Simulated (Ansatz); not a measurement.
La:
```yaml
crystal:
  lattice:
    - [3.29503, 0.00000, 0.00000]
    - [0.00000, 3.29503, 0.00000]
    - [0.00000, 0.00000, 3.29503]
  atoms:
    - { symbol: La, position: [0.00000, 0.00000, 0.00000] }
```

Relaxed with r²SCAN.

**Question.** List the phonon frequencies at the special points (DFPT on a 4×4×4 q-mesh, Fourier-interpolated; r²SCAN in the plane-wave PAW code Ansatz).

**Answer.** In cm⁻¹.

| q | frequencies |
|---|---|
| Γ | 0 0 0 |
| X | 37i 35i 35i |
| M | 32i 27i 27i |
| R | 48i 48i 48i |

Space group Pm-3m (simple cubic). A made-up cell: these elements were put on the sites of a structure type; neither database checked (COD, Materials Project) lists it. It is not the phase usual at ambient conditions (space group No. 194). The r²SCAN relaxation kept the symmetry of its start. At this level the phase is dynamically unstable (imaginary phonons). As this level gives no gap, phonon frequencies hold no LO–TO term and depend on the k-mesh and smearing (Fermi–Dirac, 0.1 eV here). Scalar-relativistic: spin–orbit coupling is off unless named, which matters more the heavier the elements.

Potentials: the later of the program's two PAW sets.
